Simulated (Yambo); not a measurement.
Yambo run on Cs$_{2}$KCoF$_{6}$ (space group Fm-3m, No. 225). The wavefunctions are PBEsol (pw.x of Quantum ESPRESSO, ONCV potentials, no spin-orbit coupling) ones on a 2×2×2 mesh (43 occupied bands); a = b = c = 6.390 Å, α = β = γ = 60.00°.

Yambo input:

```
rim_cut
gw0
dyson
el_el_corr
HF_and_locXC
ppa
em1d
RandQpts= 1000000
RandGvec= 1 Ry
EXXRLvcs= 96 Ry
VXCRLvcs= 384 Ry
Chimod= "HARTREE"
% BndsRnXp
 5 | 277 |
%
NGsBlkXp= 7 Ry
% LongDrXp
 1.0 | 1.0 | 1.0 |
%
PPAPntXp= 27.2114 eV
% GbndRnge
 1 | 111 |
%
GTermKind= "none"
DysSolver= "n"
ExtendOut
% QPkrange
 3 | 3 | 43 | 44 |
%
```

k points by index: 3 = X.

Resulting energies as the program prints them:

```
#    K-point    Band    Eo [eV]    E [eV]    E-Eo [eV]    Vxc [eV]    Vnlxc [eV]    Sc|Eo [eV]    Sc|E [eV]    dSc/dw|Eo [eV]    Re(Z)    Im(Z)
#
    3    43    0.000000    -0.796406    -0.796406    -29.06168    -37.72648    7.605171    7.868390    -8.990619    0.751649    -0.001938
    3    44    1.113170    3.945207    2.832037    -27.85870    -20.29652    -3.869081    -4.730146    -8.272915    0.766853    -0.001689
```
(The two width columns are left out.) Convergence of these settings isn't established.

Geometry of the Materials Project entry, not relaxed at this level.

The structure is a Materials Project entry; no match was found in the copy of COD used, and its stability was not checked.

The runs are not spin-polarised; magnetic order was not tried.
